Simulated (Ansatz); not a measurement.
ZnGeO$_{3}$:
```yaml
crystal:
  lattice:
    - [2.48311, 1.43362, 4.61740]
    - [-2.48311, 1.43362, 4.61740]
    - [0.00000, -2.86724, 4.61740]
  atoms:
    - { symbol: Zn, position: [0.36745, 0.36745, 0.36745] }
    - { symbol: Zn, position: [0.63255, 0.63255, 0.63255] }
    - { symbol: Ge, position: [0.15634, 0.15634, 0.15634] }
    - { symbol: Ge, position: [0.84366, 0.84366, 0.84366] }
    - { symbol: O, position: [0.78527, 0.04720, 0.43874] }
    - { symbol: O, position: [0.21473, 0.95280, 0.56126] }
    - { symbol: O, position: [0.04720, 0.43874, 0.78527] }
    - { symbol: O, position: [0.95280, 0.56126, 0.21473] }
    - { symbol: O, position: [0.43874, 0.78527, 0.04720] }
    - { symbol: O, position: [0.56126, 0.21473, 0.95280] }
```

Relaxed with r²SCAN. Special points in fractions of this cell's reciprocal vectors: Γ (0.000, 0.000, 0.000); T (0.500, 0.500, 0.500); H2 (0.769, 0.231, 0.500); H0 (0.500, -0.231, 0.231); L (0.500, 0.000, 0.000); S0 (0.365, -0.365, 0.000); S2 (0.635, 0.000, 0.365); F (0.500, 0.000, 0.500).

Q: List the band energies nearest the valence-band maximum at these points for DFT-r²SCAN in the program Ansatz with PAW potentials.

A: In eV from the valence-band maximum; about four levels below and three above (degenerate sets whole), none deeper than 8.9 eV; points with the same levels are listed once.

```csv
k,below,above
Γ,-0.34 -0.34 -0.17 -0.17,3.19 6.95 7.70
T,-0.51 -0.51 -0.25 -0.25,5.82 6.30 7.56
H2,-0.80 -0.62 -0.26 -0.13,6.73 7.08 7.54
L,-0.78 -0.71 -0.32 -0.11,6.62 6.68 7.21
S0,-0.81 -0.44 -0.26 -0.10,6.66 7.14 7.27
F,-0.89 -0.38 -0.25 -0.12,6.81 6.93 7.95
```

Space group R-3. The first step of the workflow began from a Materials Project structure, measured or hypothetical; the Crystallography Open Database copy checked does not list it. Its standing as an ambient phase is unchecked. The cell was relaxed with r²SCAN under the symmetry of its start; whether a distortion lowers the energy is not shown. Spin–orbit coupling is left out wherever it is not named.

Potentials: the later of the program's two PAW sets.
